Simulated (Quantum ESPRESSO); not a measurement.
## Ga3HfMgW3 (input and log of a self-consistent run)

Computed values, not a measurement. The program is pw.x of Quantum ESPRESSO 7.5 (plane-wave density functional theory). The cell is made up: eight metal atoms on a face-centred cubic lattice, with elements, volume, strain and displacements drawn at random and not relaxed, so it may be unstable or far from any real phase. PseudoDojo standard norm-conserving files set the functional (PBE unless stated); there is no spin polarisation or spin-orbit coupling, the Fermi-Dirac width of 0.25 eV means electrons at about 2900 K, and the masses in the input are unused placeholders. Heavy elements are run without spin-orbit coupling, which real alloys of them have. A spin test at this wide smearing found no moment, but such smearing suppresses magnetism that the real alloy may have.

Input:

```
&control calculation='scf', pseudo_dir='./dojo.nc.sr.pbe.v0_5.standard.upf', outdir='./o', disk_io='minimal', tprnfor=.true., tstress=.true. /
&system ibrav=0, nat=8, ntyp=4, nbnd=65, ecutwfc=84.00895049, nosym=.true., tot_charge=0,
 occupations='smearing', smearing='fd', degauss=0.0183746611
/
&electrons conv_thr=1.470e-08, electron_maxstep=70, mixing_beta=0.5 /
ATOMIC_SPECIES
Ga 1.0 Ga.upf
Hf 1.0 Hf.upf
Mg 1.0 Mg.upf
W 1.0 W.upf
CELL_PARAMETERS angstrom
-4.2498 -0.0395 -0.0144
-0.0251 -4.1837 4.1822
0.0665 6.3098 2.1254
ATOMIC_POSITIONS angstrom
Ga 0.0115 -0.0184 -0.0391
Hf -0.0055 2.1381 2.0963
Ga -0.0151 -2.0993 2.0127
Mg 0.0094 0.0404 4.2199
W -2.0467 4.1665 2.1922
W -2.1255 0.0264 2.112
W -2.0923 2.0261 4.1925
Ga -2.131 -2.1574 4.2606
K_POINTS automatic
6 5 4 1 1 1
```

The log is shortened where brackets say so; the opening notice, blank lines, dates and the lines on written files are dropped, and the path of the files is cut. It prints rydbergs, bohrs and kilobars, and counts compression as positive stress. Its total energy is the free energy E - TS of the whole cell.

```
     Program PWSCF v.7.5
     Parallel version (MPI & OpenMP), running on       4 processor cores
     Number of MPI processes:                 4
     Threads/MPI process:                     1
     [start-up lines left out]
     bravais-lattice index     =            0
     lattice parameter (alat)  =       8.0314  a.u.
     unit-cell volume          =    1011.7229 (a.u.)^3
     number of atoms/cell      =            8
     number of atomic types    =            4
     number of electrons       =       103.00
     number of Kohn-Sham states=           65
     kinetic-energy cutoff     =      84.0090  Ry
     charge density cutoff     =     336.0358  Ry
     scf convergence threshold =      1.5E-08
     mixing beta               =       0.5000
     number of iterations used =            8  plain     mixing
     Exchange-correlation= PBE
                           (   1   4   3   4   0   0   0)
     [axes and pseudopotential details left out]
   Cartesian axes
     site n.     atom                  positions (alat units)
         1        Ga     tau(   1) = (   0.0027059  -0.0043294  -0.0092000  )
         2        Hf     tau(   2) = (  -0.0012941   0.5030814   0.4932461  )
         3        Ga     tau(   3) = (  -0.0035529  -0.4939520   0.4735756  )
         4        Mg     tau(   4) = (   0.0022118   0.0095059   0.9929158  )
         5        W      tau(   5) = (  -0.4815756   0.9803511   0.5158108  )
         6        W      tau(   6) = (  -0.5001167   0.0062118   0.4969402  )
         7        W      tau(   7) = (  -0.4923050   0.4767285   0.9864687  )
         8        Ga     tau(   8) = (  -0.5014108  -0.5076226   1.0024922  )
     number of k points=    60  Fermi-Dirac smearing, width (Ry)=  0.0184
                       cart. coord. in units 2pi/alat
        k(    1) = (  -0.0841641   0.0381623   0.1392922), wk =   0.0333333
        k(    2) = (  -0.0857618   0.1641264   0.2652919), wk =   0.0333333
     [further k points left out]
     Dense  grid:   105237 G-vectors     FFT dimensions: (  48,  72,  75)
     Estimated max dynamical RAM per process >     385.37 MB
     Estimated total dynamical RAM >       1.43 GB
     Initial potential from superposition of free atoms
     starting charge     102.9878, renormalised to     103.0000
     Starting wfcs are   72 randomized atomic wfcs
     total cpu time spent up to now is        7.7 secs
     per-process dynamical memory:   301.6 Mb
     Self-consistent Calculation
     iteration #  1     ecut=    84.01 Ry     beta= 0.50
     Davidson diagonalization with overlap
     ethr =  1.00E-02,  avg # of iterations =  2.9
     Threshold (ethr) on eigenvalues was too large:
     Diagonalizing with lowered threshold
     Davidson diagonalization with overlap
     ethr =  3.26E-04,  avg # of iterations =  5.0
     total cpu time spent up to now is       40.5 secs
     total energy              =   -1145.26401249 Ry
     estimated scf accuracy    <       0.35845179 Ry
     iteration #  2     ecut=    84.01 Ry     beta= 0.50
     Davidson diagonalization with overlap
     ethr =  3.48E-04,  avg # of iterations =  4.7
     total cpu time spent up to now is       58.2 secs
     total energy              =   -1145.13290264 Ry
     estimated scf accuracy    <       1.83874956 Ry
     iteration #  3     ecut=    84.01 Ry     beta= 0.50
     Davidson diagonalization with overlap
     ethr =  3.48E-04,  avg # of iterations =  2.5
     total cpu time spent up to now is       73.3 secs
     total energy              =   -1145.31439258 Ry
     estimated scf accuracy    <       0.79907974 Ry
     iteration #  4     ecut=    84.01 Ry     beta= 0.50
     Davidson diagonalization with overlap
     ethr =  3.48E-04,  avg # of iterations =  2.0
     total cpu time spent up to now is       87.3 secs
     total energy              =   -1145.37632771 Ry
     estimated scf accuracy    <       0.05098592 Ry
     iteration #  5     ecut=    84.01 Ry     beta= 0.50
     Davidson diagonalization with overlap
     ethr =  4.95E-05,  avg # of iterations =  2.5
     total cpu time spent up to now is      102.5 secs
     total energy              =   -1145.37513167 Ry
     estimated scf accuracy    <       0.11524517 Ry
     [iterations 6 to 10 left out]
     iteration # 11     ecut=    84.01 Ry     beta= 0.50
     Davidson diagonalization with overlap
     ethr =  1.89E-09,  avg # of iterations =  4.3
     total cpu time spent up to now is      203.2 secs
     total energy              =   -1145.38673344 Ry
     estimated scf accuracy    <       0.00000028 Ry
     iteration # 12     ecut=    84.01 Ry     beta= 0.50
     Davidson diagonalization with overlap
     ethr =  2.69E-10,  avg # of iterations =  2.1
     total cpu time spent up to now is      221.6 secs
     total energy              =   -1145.38673348 Ry
     estimated scf accuracy    <       0.00000004 Ry
     iteration # 13     ecut=    84.01 Ry     beta= 0.50
     Davidson diagonalization with overlap
     ethr =  4.34E-11,  avg # of iterations =  3.5
     total cpu time spent up to now is      242.7 secs
     total energy              =   -1145.38673349 Ry
     estimated scf accuracy    <       0.00000003 Ry
     iteration # 14     ecut=    84.01 Ry     beta= 0.50
     Davidson diagonalization with overlap
     ethr =  2.85E-11,  avg # of iterations =  2.0
     total cpu time spent up to now is      260.9 secs
     total energy              =   -1145.38673349 Ry
     estimated scf accuracy    <       0.00000004 Ry
     iteration # 15     ecut=    84.01 Ry     beta= 0.50
     Davidson diagonalization with overlap
     ethr =  2.85E-11,  avg # of iterations =  1.0
     total cpu time spent up to now is      279.9 secs
     End of self-consistent calculation
     [lines on levels left out]
!    total energy              =   -1145.38673349 Ry
     estimated scf accuracy    <          1.0E-09 Ry
     smearing contrib. (-TS)   =      -0.09766480 Ry
     internal energy E=F+TS    =   -1145.28906869 Ry
     The total energy is F=E-TS. E is the sum of the following terms:
     one-electron contribution =    -341.34322285 Ry
     hartree contribution      =     230.19705255 Ry
     xc contribution           =    -268.94531182 Ry
     ewald contribution        =    -765.19758656 Ry
     convergence has been achieved in  15 iterations
     Forces acting on atoms (cartesian axes, Ry/au):
     atom    1 type  1   force =    -0.00170883   -0.01917652    0.00175856
     atom    2 type  2   force =     0.01020918   -0.02686125    0.02658741
     atom    3 type  1   force =    -0.00010148    0.00517222   -0.00661623
     atom    4 type  3   force =     0.00378827   -0.00095089   -0.00443448
     atom    5 type  4   force =    -0.01265299    0.01985850    0.00828852
     atom    6 type  4   force =     0.00473211   -0.01094622   -0.00693899
     atom    7 type  4   force =    -0.00356218    0.01950402   -0.00937578
     atom    8 type  1   force =    -0.00070408    0.01340013   -0.00926901
     Total force =     0.059769     Total SCF correction =     0.000134
     Computing stress (Cartesian axis) and pressure
          total   stress  (Ry/bohr**3)                   (kbar)     P=     -112.08
  -0.00070899  -0.00006408  -0.00001894         -104.30       -9.43       -2.79
  -0.00006408  -0.00080441  -0.00018323           -9.43     -118.33      -26.95
  -0.00001894  -0.00018323  -0.00077240           -2.79      -26.95     -113.62
     init_run     :      6.33s CPU      6.64s WALL (       1 calls)
     electrons    :    271.05s CPU    272.23s WALL (       1 calls)
     forces       :      3.02s CPU      3.03s WALL (       1 calls)
     stress       :      9.25s CPU      9.45s WALL (       1 calls)
     [timing details left out]
     PWSCF        :   4m50.78s CPU   4m52.51s WALL
     JOB DONE.
```

In other units: free energy -15583.780 eV for the cell, pressure -11.21 GPa, largest force component 0.691 eV/Å in size. The run took 294 s of wall time with four MPI processes on a shared machine (Intel Xeon, 2023 or later, virtual cores), so the time is rough. A rerun of this cell at a higher cutoff and on a denser mesh moved values by no more than 0.009 eV in energy, 0.05 GPa in stress and 0.012 eV/Å in force, and a second program with other atomic files agreed on that cell to 2 % rms in force and 0.5 GPa in pressure.